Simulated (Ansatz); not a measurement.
Input and command of a calculation in Ansatz (plane waves; scalar-relativistic PAW potentials unless the input names others):

```yaml
crystal:
  lattice:
    - [5.4750863317, 0.0, 0.0]
    - [0.0, 5.4750863317, 0.0]
    - [0.0, 0.0, 5.4750863317]
  atoms:
    - { symbol: Sr, position: [0.0, 0.5, 0.5] }
    - { symbol: Sr, position: [0.5, 0.0, 0.5] }
    - { symbol: Sr, position: [0.5, 0.5, 0.0] }
    - { symbol: Ag, position: [0.0, 0.0, 0.0] }
basis:
  ecutwfc: 420
kpoints:
  mp_grid: { grid: [8, 8, 8] }
hamiltonian:
  xc: pbe
scf:
  occupations: { method: tetrahedron_uncorrected }
  convergence: { dr2_threshold: 1.0e-09 }
  n_extra_bands: 2
output:
  forces: true
  eigenvalues: true
  stress: true
```

```bash
ansatz run input.yaml --threads 1 --pin off --max-ram 2560MiB --backend cpu --events-out ev --progress --plain --runs-dir out
```

Abridged log:
```
Warning: output.stress: scf.convergence.dr2_threshold = 1e-9 eV is looser than the 4e-10 eV advised for a printed stress (1e-10 eV for each atom of the cell: 4). ...
scf.n_extra_bands = 2 over 25 filled bands (N_el = 49.0): the run solves 27 bands
Pseudopotentials: kind: paw
Pseudopotential: Sr, paw, valence charge 10, recommended cutoff 420 eV (normal)
Pseudopotential: Ag, paw, valence charge 19, recommended cutoff 420 eV (normal)
Functional definition: PBE
Crystal: 4 atoms, lattice volume = 164.124 Å³
Basis set: ecut = 420 eV, 3191 PW (Γ), exchange–correlation on 80×80×80 points (8 copies of the dense FFT grid, shifted against one another)
Bands: 27, of which v1, the nominal top of the filled ones, is band 25 counted from 1 (24 counted from 0)
Symmetry: 48 space group operations
Space group: Pm-3m (ITA 221), of the structure as read, at distance tolerance 5.5e-5 Å
k-points: 35 of 512
Initial density: superposition of atomic densities (neutral atoms: chi_scale 0, normalization atom), corrected by the library's trained network
Initial wavefunctions: pseudopotential atomic-orbital guess
Functional: x = pbe(κ = 0.804, μ = 0.21951497), c = pbe(β = 0.06672455)
SCF iter   1: F=—  HF=-18223.097944 eV  |F-HF|=—  |Δ(HF+E_count)|=         —  Δρ=1.48e-3  dr2=5.86e-3  ethr=1.77e-3  ⟨swp⟩=8.7  Hψ=4603  notcnv=0
SCF iter   2: F=—  HF=-18223.103014 eV  |F-HF|=—  |Δ(HF+E_count)|=   5.07e-3  Δρ=9.67e-4  dr2=2.94e-3  ethr=1.20e-5  ⟨swp⟩=3.2  Hψ=2503  notcnv=0
SCF iter   3: F=—  HF=-18223.102825 eV  |F-HF|=—  |Δ(HF+E_count)|=   1.89e-4  Δρ=3.30e-4  dr2=2.89e-4  ethr=6.00e-6  ⟨swp⟩=2.9  Hψ=1367  notcnv=0
SCF iter   4: F=—  HF=-18223.102800 eV  |F-HF|=—  |Δ(HF+E_count)|=   2.55e-5  Δρ=1.86e-4  dr2=7.46e-5  ethr=5.90e-7  ⟨swp⟩=2.9  Hψ=1927  notcnv=0
SCF iter   5: F=—  HF=-18223.102810 eV  |F-HF|=—  |Δ(HF+E_count)|=   1.03e-5  Δρ=6.12e-5  dr2=9.53e-6  ethr=1.52e-7  ⟨swp⟩=2.8  Hψ=1362  notcnv=0
SCF iter   6: F=—  HF=-18223.102809 eV  |F-HF|=—  |Δ(HF+E_count)|=   1.55e-6  Δρ=2.44e-5  dr2=1.31e-6  ethr=1.94e-8  ⟨swp⟩=2.3  Hψ=1242  notcnv=0
SCF iter   7: F=—  HF=-18223.102805 eV  |F-HF|=—  |Δ(HF+E_count)|=   3.58e-6  Δρ=3.67e-6  dr2=3.31e-8  ethr=2.67e-9  ⟨swp⟩=2.7  Hψ=1359  notcnv=0  defer=1
SCF iter   8: F=—  HF=-18223.102805 eV  |F-HF|=—  |Δ(HF+E_count)|=   1.08e-8  Δρ=9.28e-7  dr2=2.38e-9  ethr=6.76e-11  ⟨swp⟩=3.2  Hψ=1923  notcnv=0
SCF iter   9: F=-18223.102805 eV  HF=-18223.102805 eV  |F-HF|=2.44e-10  |Δ(HF+E_count)|=  1.13e-10  Δρ=3.48e-7  dr2=3.75e-10  ethr=2.04e-12  ⟨swp⟩=4.9  Hψ=3541  notcnv=0
SCF 1 converged in 9 iterations: F = -18223.102805 eV  dr2 = 3.75e-10
SCF converged after 9 iterations
Free energy (F): -18223.102805 eV
Harris-Foulkes:  -18223.102805 eV  (|F-HF|=2.44e-10)
Internal energy: -18223.102525 eV  (E = F + TS)
E sigma→0 (E₀):  -18223.102805 eV
Entropy (-TS):   -0.000280 eV (-0.070 meV/atom)
Fermi energy:    6.991772 eV
--- Forces (eV/Å), atoms counted from 1 ---
  atom   1  Sr     0.00000000     0.00000000     0.00000000
  atom   2  Sr     0.00000000     0.00000000     0.00000000
  atom   3  Sr     0.00000000     0.00000000     0.00000000
  atom   4  Ag     0.00000000     0.00000000     0.00000000
--- Stress (GPa, compression-positive) ---
        0.026844       0.000000       0.000000
        0.000000       0.026844       0.000000
        0.000000       0.000000       0.026844
  P = ⅓ Tr σ = 0.0268 GPa (0.268 kbar)
```

Apart from outputs and the relaxation, which only the reference makes, the input differs from a reference run on usual settings in scf.convergence.dr2_threshold: not typed → 1e-09; scf.n_extra_bands: not typed → 2; scf.occupations.width: 0.1 → not typed; scf.occupations.method: "gaussian" → "tetrahedron_uncorrected". The reference, at the same geometry, ended its own course with pressure 0.00 GPa, largest force 0.000 eV/Å, no gap on the mesh. This run converged in 9 SCF iterations with an energy at zero smearing 4.68 meV/atom above the reference's, pressure 0.03 GPa, largest force 0.000 eV/Å, no gap on the mesh.

The run took 10 s on 1 thread of Arm Neoverse V1, on a shared host, peak memory 0.42 GiB.